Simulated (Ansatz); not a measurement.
# Mg2SiS4: S-33 NMR of the central transition

Cell: a Materials Project structure (computed, not necessarily an observed phase), taken as it stands.

```cif
data_Mg2SiS4
_symmetry_space_group_name_H-M 'Pnma'
_symmetry_Int_Tables_number 62
_cell_length_a 12.7074
_cell_length_b 7.4328
_cell_length_c 5.9278
_cell_angle_alpha 90.000
_cell_angle_beta 90.000
_cell_angle_gamma 90.000
loop_
_atom_site_label
_atom_site_type_symbol
_atom_site_symmetry_multiplicity
_atom_site_Wyckoff_symbol
_atom_site_fract_x
_atom_site_fract_y
_atom_site_fract_z
Mg1 Mg 4 a 0.0000 0.5000 0.0000
Mg5 Mg 4 c 0.7685 0.7500 0.4922
Si Si 4 c 0.5894 0.7500 0.9061
S13 S 4 c 0.5923 0.7500 0.2608
S17 S 4 c 0.4349 0.7500 0.7616
S21 S 8 d 0.6661 0.5244 0.7537
```

One atom of each set is listed.

All values are calculated (Ansatz; DFT, PBE, plane waves and PAW, scalar-relativistic, 420 eV cutoff, Γ-centred 3×4×5 k-points, Fermi–Dirac smearing 0.02 eV), not measured.

S-33 has I = 3/2 and Q = -69.40 mb (Pyykkö 2018); at 16.4 T its Larmor frequency is ν₀ = 53.7 MHz. Only the quadrupole interaction is simulated: positions count from each site's isotropic chemical shift, and shift anisotropy, dipolar and J coupling are left out.

Problem. What does the S-33 spectrum (static powder) show for each site?

Solution. 

```tsv
site	first shell	C_Q (MHz)	η	P_Q (MHz)	δ_QIS (ppm)	breadth (kHz)
S13	1 Si at 2.10 Å, 3 Mg at 2.62–2.63 Å	-20.1	0.19	20.2	-3546	1145
S17	1 Si at 2.14 Å, 3 Mg at 2.56–2.57 Å	-17.3	0.44	17.9	-2771	1014
S21	1 Si at 2.14 Å, 3 Mg at 2.60–2.63 Å	-17.2	0.25	17.4	-2624	879
```

δ_QIS = −(ν_Q²/30ν₀²)[I(I+1) − 3/4](1 + η²/3) × 10⁶ ppm with ν_Q = 3|C_Q|/[2I(2I−1)]; it falls as 1/B₀² in ppm, and the breadth as 1/B₀ in kHz.

At S13, S17 and S21 V_zz points along its shortest bond, to Si (within 6°) in each case.

With ν_Q/ν₀ up to 0.19, terms beyond second order are no longer negligible.
